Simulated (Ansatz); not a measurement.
**Step by step: CdS, relaxation of cell and atoms**

All numbers below come from DFT, LDA, all-electron LAPW, scalar-relativistic in Ansatz 0.2.0.

Command: `ansatz run input.yaml --threads 1 --pin off --max-ram 3072MiB --backend cpu --events-out ev --progress --plain --runs-dir out` The run took 100 s on 1 thread of Arm Neoverse V2, with other jobs on the host, peak memory 0.39 GiB.

```yaml
crystal:
  lattice:
    - [4.2046115258, 0.0, 0.0]
    - [-2.1023057629, 3.6413003944, 0.0]
    - [0.0, 0.0, 6.8256549035]
  atoms:
    - { symbol: Cd, position: [0.3333333333, 0.6666666667, 0.0] }
    - { symbol: Cd, position: [0.6666666667, 0.3333333333, 0.5] }
    - { symbol: S, position: [0.3333333333, 0.6666666667, 0.375] }
    - { symbol: S, position: [0.6666666667, 0.3333333333, 0.875] }
kpoints:
  mp_grid: { grid: [7, 7, 4] }
scf:
  occupations: { method: fermi_dirac, width: 0.02 }
hamiltonian:
  xc: lda
  pseudopotentials: { kind: all_electron, lapw: { basis_error: 0.001 } }
output:
  forces: true
  stress: true
relax:
  f_tol: 0.005
  max_steps: 80
  cell: {}
```

The cell comes from COD entry 1011054, which wasn't checked; take it as a given geometry. It is an old determination, and later ones may differ. The listed cell was then made from it by scaling, straining or moving an atom.

Each frame lists the cell vectors (Å), then Cartesian positions (Å) and forces (eV/Å). Free energies count from the first step, -325860.7895 eV.

The walk took 5 evaluations in all; steps that aren't listed are left out.

Step 1: E = 0.0 meV, P = -4.99 GPa

```
cell 4.2046 0.0000 0.0000 -2.1023 3.6413 0.0000 0.0000 0.0000 6.8257
Cd    0.0000    2.4275    0.0000     0.000   0.000  -0.054
Cd    2.1023    1.2138    3.4128     0.000   0.000  -0.054
S     0.0000    2.4275    2.5596     0.000   0.000   0.054
S     2.1023    1.2138    5.9724     0.000   0.000   0.054
```

Step 2:

```
cell 4.0601 0.0000 0.0000 -2.0301 3.5161 0.0000 0.0000 0.0000 6.6062
Cd    0.0000    2.3441   -0.0040
Cd    2.0301    1.1721    3.2991
S     0.0000    2.3441    2.4814
S     2.0301    1.1721    5.7845
```

Step 3: E = -154.5 meV, P = -0.14 GPa

```
cell 4.0776 0.0000 0.0000 -2.0388 3.5313 0.0000 0.0000 0.0000 6.6416
Cd    0.0000    2.3542   -0.0035     0.000   0.000  -0.005
Cd    2.0388    1.1771    3.3173     0.000   0.000  -0.005
S     0.0000    2.3542    2.4941     0.000   0.000   0.005
S     2.0388    1.1771    5.8149     0.000   0.000   0.005
```

(1) Give the energy and forces of step 2.

(2) How does the relaxation end?

## Answers

(1) E = -151.7 meV, P = 0.83 GPa
```
Cd    0.0000    2.3441   -0.0040     0.000   0.000  -0.007
Cd    2.0301    1.1721    3.2991     0.000   0.000  -0.007
S     0.0000    2.3441    2.4814     0.000   0.000   0.007
S     2.0301    1.1721    5.7845     0.000   0.000   0.007
```

(2) It converges, with a = 4.074 Å, b = 4.074 Å, c = 6.639 Å, α = 90.00°, β = 90.00°, γ = 120.00° (conventional cell, space group P6_3mc). The last solve (on a basis chosen afresh for the final cell, so its energy is not quite comparable) gives E = -154.6 meV, P = 0.00 GPa:
```
cell 4.0744 0.0000 0.0000 -2.0372 3.5285 0.0000 0.0000 0.0000 6.6387
Cd    0.0000    2.3523   -0.0037     0.000   0.000   0.001
Cd    2.0372    1.1762    3.3156     0.000   0.000   0.001
S     0.0000    2.3523    2.4932     0.000   0.000  -0.001
S     2.0372    1.1762    5.8126     0.000   0.000  -0.001
```
